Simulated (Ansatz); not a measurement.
P (black phosphorus, Cmce) under volume change, the program Ansatz at the LDA level (PAW), shape and atoms relaxed at each volume.

| V (Å³/atom) | E − E(relaxed) (meV/atom) | P (GPa) |
|---|---|---|
| 15.787 | ? | ? |
| 16.307 | 5.6 | 1.88 |
| 16.828 | 1.3 | 0.79 |
| 17.348 | 0.0 | 0.00 |
| 17.869 | 1.3 | -0.79 |
| 18.389 | 4.9 | -1.39 |
| 18.909 | ? | ? |

Problem. Some entries are withheld; supply them.

Solution. 
- 18.909, E − E(relaxed) (meV/atom): 10.1
- 18.909, P (GPa): -1.86
- 15.787, E − E(relaxed) (meV/atom): 13.7
- 15.787, P (GPa): 3.21

Problem. What does a third-order Birch–Murnaghan fit give for V₀, B₀ and B′?

Solution. V₀ = 17.31 Å³/atom, B₀ = 26.9 GPa, B′ = 5.5.

Symmetry was held in the LDA relaxation. A crystal of weakly bound layers computed without a dispersion correction: the cell and the soft elastic constants depend strongly on that.

Potentials: the later of the program's two PAW sets.
